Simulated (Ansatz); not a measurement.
Task: Name crystals whose computed values (r²SCAN in the plane-wave PAW code Ansatz) fall in these windows: gap (eV) 3.0 to 4.2; B₀ by P(V) fit (GPa) 140 to 180.

Result: 

| crystal | gap (eV) | B₀ by P(V) fit (GPa) |
|---|---|---|
| LaInO3, Pnma (La on 4c, In on 4b, O on 4c, O on 8d) | 3.50 | 157 |
| NbInO4, P2/c (Nb on 2e, In on 2f, O on 4g, O on 4g) | 3.77 | 174 |
| Mg2ZnO3, P-3m1 (Mg on 2d, Zn on 1a, O on 2d, O on 1b) | 3.90 | 175 |
| AlN, Pm-3n (Al on 6c, N on 6d) | 3.01 | 170 |
| BaHfO3, cubic perovskite | 4.19 | 171 |
Others may fit too.

Typed or built starts, not in the databases checked: AlN, Pm-3n (Al on 6c, N on 6d). Not the usual ambient phase: AlN, Pm-3n (Al on 6c, N on 6d). Standing as an ambient phase not checked: LaInO3, Pnma (La on 4c, In on 4b, O on 4c, O on 8d); NbInO4, P2/c (Nb on 2e, In on 2f, O on 4g, O on 4g); Mg2ZnO3, P-3m1 (Mg on 2d, Zn on 1a, O on 2d, O on 1b). Perhaps ordered models of mixed-site phases: Mg2ZnO3, P-3m1 (Mg on 2d, Zn on 1a, O on 2d, O on 1b). All cells were relaxed under the symmetry of their starts (and spin orders); stability against distortions was not tested throughout. Rows with no word on spin ran without spin polarisation. Spin–orbit coupling is left out wherever it is not named.

Potentials: the later of the program's two PAW sets.
